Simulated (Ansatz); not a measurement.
V$_{3}$Si in space group Fm-3m (No. 225; Si on 4a, V on 4b, V on 8c) under volume change, the program Ansatz at the PBEsol level (PAW), scaled uniformly.

```
V (Å³/atom)  E − E(relaxed) (meV/atom)  P (GPa)
-----------  -------------------------  -------
11.448                            78.0    23.88
11.825                             [?]      [?]
12.203                             7.8     6.79
12.580                             0.0     0.00
12.957                             7.1    -5.84
13.335                            26.8   -10.82
13.712                             [?]      [?]
```

Task: Fill in the missing entries.

Result: 
- 13.712, E − E(relaxed) (meV/atom): 57.1
- 13.712, P (GPa): -14.65
- 11.825, E − E(relaxed) (meV/atom): 32.8
- 11.825, P (GPa): 14.68

Task: What does a third-order Birch–Murnaghan fit give for V₀, B₀ and B′?

Result: V₀ = 12.58 Å³/atom, B₀ = 207 GPa, B′ = 4.4.

A made-up cell: these elements were put on the sites of a structure type; neither database checked (COD, Materials Project) lists it. COD files the formula under space group No. 223. Its standing as an ambient phase is unchecked. The cell was relaxed with PBEsol under the symmetry of its start; whether a distortion lowers the energy is not shown. Magnetic state: ferromagnetic, the only order run, not a proven ground state.

Potentials: the later of the program's two PAW sets.
